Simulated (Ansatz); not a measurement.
Cu₂O in space group Pn-3m (No. 224; Cu on 4c, O on 2a), plane-wave PAW r²SCAN (Ansatz code). The conduction-band minimum lies at Γ, with 1 equivalent valley. Second derivatives d²E/dk² of the lowest band at one valley (eV·Å²), along Cartesian directions:

```tsv
direction	d²E/dk²
[100]	8.150
[010]	8.150
[001]	8.150
[110]	8.150
[101]	8.150
[011]	8.150
```

Task: Find the principal effective masses, the density-of-states mass and the conductivity mass.

Result: Off-diagonal terms follow from H_xy = H[110] − (H_xx + H_yy)/2, and m*/mₑ = 7.620 eV·Å² over each eigenvalue: 0.93, 0.93, 0.93. One valley's DOS mass (m₁m₂m₃)^(1/3) = 0.93, conductivity mass 3/(Σ 1/mᵢ) = 0.93 mₑ.

Task: What effective density of states Nc follows at 300 K for parabolic valleys?

Result: Nc = 2.509e19 × 1 × (0.93)^(3/2) ≈ 2.3e19 cm⁻³.

The cell was relaxed with r²SCAN under the symmetry of its start. The run is not spin-polarised. No Hubbard U is applied.

Potentials: the later of the program's two PAW sets.

Edges and masses are those of Kohn–Sham bands, whose gap is no quasiparticle gap.
